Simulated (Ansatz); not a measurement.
This cell of As (A7 type, space group R-3m) is off equilibrium:

```xyz
2
Lattice="1.8920 1.0924 3.3688 -1.8920 1.0924 3.3688 0.0000 -2.1847 3.3688" Properties=species:S:1:pos:R:3 pbc="T T T"
As     0.0000     0.0000     2.3277
As    -0.1768    -0.1768     7.7788
```

The numbers are results of PBE-D3(BJ) (plane waves to 420 eV, PAW, scalar-relativistic; Ansatz, a quantum-chemistry and plane-wave program), not measurements. k mesh 9×9×9 (Γ-centred), Fermi-Dirac smearing 0.05 eV. The energy includes the smearing's −TS. Stress and pressure are positive under compression. With partly filled bands, energies and forces of such displacements shift with the k mesh and the smearing. As was relaxed with its symmetry unable to fall. The PAW data are Ansatz's earlier set.

Q: Predict the force on every atom, in eV/Å.

A: 
```
atom      Fx      Fy      Fz
----  ------  ------  ------
As1   -1.006  -0.700   0.610
As2    1.006   0.700  -0.610
```

Q: What is the stress tensor (GPa)?

A: 
```
    3.7      2.6     -4.7
    2.6      1.4     -3.8
   -4.7     -3.8      0.9
```
The pressure, a third of the trace, is 2.0 GPa.

Q: In it atom 2 sits (-0.177, -0.177, 0.000) Å away from its relaxed site. What is its energy relative to the relaxed cell?

A: 139 meV/cell.

(A displaced cell: forces are minus the slopes of the energy, force constants its curvatures, and phonons follow from these.)
